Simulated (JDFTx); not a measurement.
WSi2(101) slab cut from bulk WSi2 (space group I4/mmm, indices of the conventional cell, lattice of the Materials Project entry mp-1620, not re-optimised): 9 atoms in 9 planes, a 1x1 cell of 13.56 Å² (|a| = 3.215, |b| = 4.515 Å), 7.7 Å between the outermost planes, Si outermost, slab composition W3Si6, cell height 23.9 Å, 8×8×1 k mesh, Fermi smearing 0.01 Ha, no spin polarisation. Whether this polymorph is the ambient one wasn't checked.

Profiles through the double layer of this slab, charged, in soft-sphere model, water, 2 M NaCl; PBE, GBRV ultrasoft potentials, plane waves to 20/100 Ha, JDFTx (a modified build). z is the height above the outermost atoms, φ the plane-averaged electrostatic potential energy of an electron (zero in the bulk liquid), ρ_b the bound charge of solvent and ions, s the cavity shape function (0 in the solid, 1 in the liquid).

| z (Å) | n (e/Å³) | s | φ (eV) | ρ_b (10⁻³ e/Å³) |
|---|---|---|---|---|
| 0.91 | 0.0901 | 0.06 | -0.955 | 1.79 |
| 1.37 | 0.0341 | 0.19 | -0.448 | 2.87 |
| 1.82 | 0.0111 | 0.45 | -0.056 | 1.62 |
| 2.28 | 0.0035 | 0.84 | -0.018 | 2.94 |
| 2.73 | 0.0011 | 1.00 | -0.014 | 1.23 |
| 3.19 | 0.0003 | 1.00 | -0.011 | 0.38 |
| 3.64 | 0.0001 | 1.00 | -0.009 | 0.11 |
| 4.10 | 0.0000 | 1.00 | -0.007 | 0.03 |
| 4.55 | 0.0000 | 1.00 | -0.006 | 0.00 |
| 5.01 | 0.0000 | 1.00 | -0.005 | 0.00 |
| 5.46 | 0.0000 | 1.00 | -0.004 | 0.00 |
| 5.92 | 0.0000 | 1.00 | -0.003 | 0.00 |
| 6.37 | 0.0000 | 1.00 | -0.002 | 0.00 |
| 6.83 | 0.0000 | 1.00 | -0.002 | 0.00 |
| 7.28 | 0.0000 | 1.00 | -0.002 | 0.00 |
| 7.74 | 0.0000 | 1.00 | -0.001 | 0.00 |

Is the electrode positively or negatively charged, and roughly by how much?

Positively: σ = 8.7 μC/cm² per face. The liquid's bound charge is of the opposite sign overall, and far from the surface φ decays with the screening length (2.1 Å).
